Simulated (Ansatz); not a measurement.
# An Ansatz run on Si

Input of a DFT run with Ansatz (development build), a test cell that isn't relaxed; energies in eV and lengths in Å:

```yaml
crystal:
  lattice:
    - [0.0, 2.735, 2.735]
    - [2.735, 0.0, 2.735]
    - [2.735, 2.735, 0.0]
  atoms:
    - { symbol: Si, position: [0, 0, 0] }
    - { symbol: Si, position: [0.25, 0.25, 0.25] }
kpoints:
  mp_grid: { grid: [8, 8, 8] }
hamiltonian:
  xc: pbe
  dispersion: none
  pseudopotentials: { kind: nc, accuracy: standard }
magnetization:
  spin_polarized: false
scf:
  occupations: { method: fixed }
phonons:
  method: fd
  supercell: [2, 2, 2]
```

Command: `ansatz run input.yaml --threads 11`

It ran on PseudoDojo norm-conserving at the default cutoff.

Q: Give the harmonic phonon frequencies (cm⁻¹, i for unstable; at q = 0 without the three modes nearest zero and without LO–TO term) at (0.000, 0.000, 0.000).

A: 
(0.000, 0.000, 0.000): 503 (×3)

Time of the run on 11 threads of a server CPU (model not recorded), shared host: about 6.2 s of wall time (5.2 cores busy on average), 1.6 GiB of host memory.
